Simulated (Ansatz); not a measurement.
Fields on a plane of AlN (wurtzite)

```
CELL_PARAMETERS angstrom
      3.13030     0.00000     0.00000
     -1.56515     2.71092     0.00000
      0.00000     0.00000     5.01801
ATOMIC_POSITIONS crystal
  Al 0.66667 0.33333 0.00337
  Al 0.33333 0.66667 0.50337
  N  0.66667 0.33333 0.62183
  N  0.33333 0.66667 0.12183
```

The slice is a (0001) plane (indices of the conventional cell) through the point (0.667, 0.333, 0.003) (fractional), spanned by u = [110] and v = [1 -1 0] in vectors of this cell: u (3.13 Å) and v (5.42 Å, at 90° to u). It covers one period; positions are fractions (u, v).

Atoms on it: Al at (0.00, 0.00); Al at (0.50, 0.50). Other atoms lie within 1 Å of the plane.

Computed with PBE (plane waves to 420 eV, PAW, scalar-relativistic; Ansatz, a program for electronic structure). k mesh 12×12×7. Near the nuclei the fields are pseudised (PAW); where an atom keeps semicore shells as valence, they peak there. AlN was relaxed with its symmetry unable to fall.

```
|xxxxxxxxxx  ::**%%@@%%**::  xxxxxxxx|
|xxxxxxxxxx  --##@@@@@@##--  xxxxxxxx|
|xxxxxxxx    ==##@@@@@@##==    xxxxxx|
|xxxxxx    --**%%@@@@@@%%**--    xxxx|
|        --**%%@@@@@@@@@@%%**--      |
|  ..--++**%%@@@@@@@@@@@@@@%%**++--..|
|====**##%%@@@@@@@@@@@@@@@@@@%%##**==|
|xxxx++##@@@@@@%%%%%%%%%%@@@@@@##++xx|
|xxxxxx**%%%%##**++++++**##%%%%**xxxx|
|xxxxxxxx##**++::      ::++**##xxxxxx|
|xxxxxxxx++--              --++xxxxxx|
|xxxxxx==--    xxxxxxxxxx    --==xxxx|
|xxxxxx==    xxxxxxxxxxxxxx    ==xxxx|
|******--  xxxxxxxxxxxxxxxxxx  --****|
|%%%%**::  xxxxxxxxxxxxxxxxxx  ::**%%|
|@@%%**::  xxxxxxxxxxxxxxxxxx  ::**%%|
|@@%%**::  xxxxxxxxxxxxxxxxxx  ::**%%|
|@@@@##--  xxxxxxxxxxxxxxxxxx  --##@@|
|@@@@##==    xxxxxxxxxxxxxx    ==##@@|
|@@@@%%**--    xxxxxxxxxx    --**%%@@|
|@@@@@@%%**--              --**%%@@@@|
|@@@@@@@@%%**++--..  ..--++**%%@@@@@@|
|@@@@@@@@@@%%##**======**##%%@@@@@@@@|
|%%%%%%@@@@@@##++xxxxxx++##@@@@@@%%%%|
|++++**##%%%%**xxxxxxxxxx**%%%%##**++|
|    ::++**##xxxxxxxxxxxxxx##**++::  |
|        --++xxxxxxxxxxxxxx++--      |
|xxxxxx    --==xxxxxxxxxx==--    xxxx|
|xxxxxxxx    ==xxxxxxxxxx==    xxxxxx|
|xxxxxxxxxx  --**********--  xxxxxxxx|
|xxxxxxxxxx  ::**%%%%%%**::  xxxxxxxx|
|xxxxxxxxxx  ::**%%@@%%**::  xxxxxxxx|
```
Scale: ten equal steps from -2.00 (start of ' ') to 6.54 (end of '@'), in the order ' .:-=+*#%@'. Values: electrostatic potential energy of an electron, from the cell's mean, in eV. The map has 18 points along u (two characters each, u = 0 at the left) and 32 along v (v = 0 in the bottom row). Points within 0.8 Å of a nucleus are blanked (x), as the pseudised field means little there. Values under -2 eV are set to -2. The zero, the cell's mean, hangs on the PAW cores.

| v \ u | 0.00 | 0.11 | 0.22 | 0.33 | 0.44 | 0.56 | 0.67 | 0.78 | 0.89 |
|---|---|---|---|---|---|---|---|---|---|
| 0.88 | -0.6 | -0.6 | -0.8 | -1.0 | -1.1 | -1.1 | -1.0 | -0.8 | -0.6 |
| 0.75 | 0.0 | -0.1 | -0.4 | -0.7 | -1.0 | -1.0 | -0.7 | -0.4 | -0.1 |
| 0.62 | 0.1 | 0.0 | -0.2 | -0.5 | -0.9 | -0.9 | -0.5 | -0.2 | 0.0 |
| 0.50 | -0.5 | -0.5 | -0.6 | -1.0 | -1.2 | -1.2 | -1.0 | -0.6 | -0.5 |
| 0.38 | -1.1 | -1.0 | -0.9 | -0.7 | -0.6 | -0.6 | -0.7 | -0.9 | -1.0 |
| 0.25 | -1.0 | -0.9 | -0.6 | -0.2 | 0.0 | 0.0 | -0.2 | -0.6 | -0.9 |
| 0.12 | -0.9 | -0.7 | -0.4 | -0.1 | 0.1 | 0.1 | -0.1 | -0.4 | -0.7 |
| 0.00 | -1.2 | -1.1 | -0.7 | -0.5 | -0.5 | -0.5 | -0.5 | -0.7 | -1.1 |

Values: log₁₀ of the valence density in e/Å³. The scale is logarithmic, as a density can span decades between atoms and voids.
